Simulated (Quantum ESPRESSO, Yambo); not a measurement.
# Quasiparticle gap of CuI

Space group P6₃mc (No. 186); a = 4.1819 Å, b = 4.1819 Å, c = 6.8976 Å, α = 90.00°, β = 90.00°, γ = 120.00°

| atom | site | symmetry | x | y | z |
|---|---|---|---|---|---|
| Cu | 2b | 3m. | 0.3333 | 0.6667 | 0.3734 |
| I | 2b | 3m. | 0.3333 | 0.6667 | 0.0016 |

Cell and atoms were relaxed with PBEsol from Materials Project entry mp-569346, within its symmetry.

Starting point: PBEsol (Quantum ESPRESSO, PseudoDojo norm-conserving, 92 Ry, scalar-relativistic). G0W0 in Yambo: 3×3×2 Γ-centred k mesh, bands 9 to 206 and a 8 Ry block in the screening, 206 bands in G with the Bruneval-Gonze terminator, plasmon pole fitted at 27.2 eV.

```yaml
PBEsol gap along the band path: 1.20 eV
PBEsol gap between the mesh's edge points (Γ → Γ): 1.20 eV
G0W0 gap between the same points: 2.15 eV
```

```json
[
 {"k point": "Γ", "band": "VB", "E PBEsol (eV)": "0.00", "E QP (eV)": "-0.60", "shift (eV)": "-0.60", "Z": "0.76"},
 {"k point": "Γ", "band": "CB", "E PBEsol (eV)": "1.20", "E QP (eV)": "1.55", "shift (eV)": "0.36", "Z": "0.81"},
 {"k point": "A", "band": "VB", "E PBEsol (eV)": "-0.44", "E QP (eV)": "-1.08", "shift (eV)": "-0.63", "Z": "0.75"},
 {"k point": "A", "band": "CB", "E PBEsol (eV)": "2.34", "E QP (eV)": "2.70", "shift (eV)": "0.36", "Z": "0.81"},
 {"k point": "K", "band": "VB", "E PBEsol (eV)": "-1.43", "E QP (eV)": "-2.09", "shift (eV)": "-0.66", "Z": "0.74"},
 {"k point": "K", "band": "CB", "E PBEsol (eV)": "3.00", "E QP (eV)": "3.11", "shift (eV)": "0.10", "Z": "0.81"},
 {"k point": "H", "band": "VB", "E PBEsol (eV)": "-1.25", "E QP (eV)": "-1.91", "shift (eV)": "-0.66", "Z": "0.74"},
 {"k point": "H", "band": "CB", "E PBEsol (eV)": "3.19", "E QP (eV)": "3.53", "shift (eV)": "0.34", "Z": "0.80"}
]
```

Energies count from the PBEsol valence-band maximum.

Nearest settings tried, and what they do to the gap: 134 bands in W, 134 bands in G: +48 meV; 7 Ry block (245 vectors against 299): +10 meV; 3×3×1 mesh: -80 meV. So the settings aren't converged at that level. The k mesh is coarse.

Without spin-orbit coupling, band edges of such heavy elements can be off by tenths of an eV. The filled Cu 3d shell has no Hubbard U; semilocal functionals place it too high.

This is not the ordinary phase of the substance.
